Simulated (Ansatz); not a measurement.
A frame of Ti6B7N13 from dynamics at 2880 K, with the forces (eV/Å) computed on a k mesh in the last three columns. Computed with DFT PBE, scalar-relativistic, plane waves, PAW (Ansatz).

Plane waves to 420 eV, a k mesh through Γ of 4×4×4 on the computed 26-atom cell and Fermi–Dirac smearing (0.25 eV); no spin polarisation.

```xyz
26
Lattice="6.591 0.107 -0.011 0.107 6.348 0.141 -0.011 0.141 6.329" Properties=species:S:1:pos:R:3:forces:R:3 pbc="T T T"
Ti    3.623    6.153    0.733    0.440   -0.260    1.470
Ti    1.874    3.850    2.057    0.550   -4.050   -2.310
Ti    0.133    0.589    1.429    2.480    0.550   -1.250
Ti    5.526    5.379    3.347    1.990   -3.930    1.410
Ti    2.248    5.332    4.204    0.140    0.830   -0.480
Ti    5.700    3.715    5.726    0.800   -1.590   -1.000
N     3.901    4.197    4.600   -0.510    1.620    3.940
N     4.357    3.882    0.894   -1.050    0.570   -1.540
N     1.979    4.140    6.135    1.820    1.010    1.780
N     0.075    2.487    1.194   -0.760    0.550    0.060
N     5.332    3.310    3.265   -0.870   -0.550   -1.120
N     2.083    0.885    1.476    1.680   -0.900   -0.340
N     2.873    2.266    3.454    3.980   -0.960   -2.170
N     6.361    5.257    5.065    0.270   -1.410    2.700
N     0.345    6.238    4.737    1.350    3.260    0.130
N     4.178    0.693    5.381   -0.070   -0.210    2.590
N     0.677    4.984    2.545   -0.520    2.370   -0.390
N     0.829    2.313    4.859   -1.290    0.770   -0.500
N     4.161    0.208    2.812   -2.850    4.710   -1.090
B     3.260    1.322    2.293   -3.760   -0.610    0.490
B     3.848    1.063    4.178   -1.940    1.510   -3.980
B     5.601    2.979    1.964   -0.150    1.260   -1.250
B     1.590    3.354    5.055   -0.230    1.260   -0.650
B     3.833    3.529    3.337   -0.280   -1.600    2.280
B     3.433    4.021    6.007    0.220    0.500    0.650
B     0.342    1.211    5.329   -1.410   -4.710    0.570
```

Static pressure 9.2 GPa (no kinetic part), no gap on the mesh.

Counting as bonded all pairs within 1.2 times the summed covalent radii, but none from a metal cation to another cation:

| atom → neighbour | mean count | mean length (Å) | spread (Å) |
| --- | --- | --- | --- |
| B → B | 0.29 | 1.99 | 0.00 |
| B → N | 2.57 | 1.47 | 0.11 |
| N → B | 1.39 | 1.47 | 0.11 |
| N → N | 0.15 | 1.28 | 0.00 |
| N → Ti | 2.31 | 2.19 | 0.26 |
| Ti → N | 5.00 | 2.19 | 0.26 |

Angles between all pairs of such bonds at an atom (mean ± spread): 109 ± 32° at B, 106 ± 28° at N, 102 ± 30° at Ti.

Cost: 1 run of about 2.5 core-minutes, on Arm Neoverse V2 (shared hosts).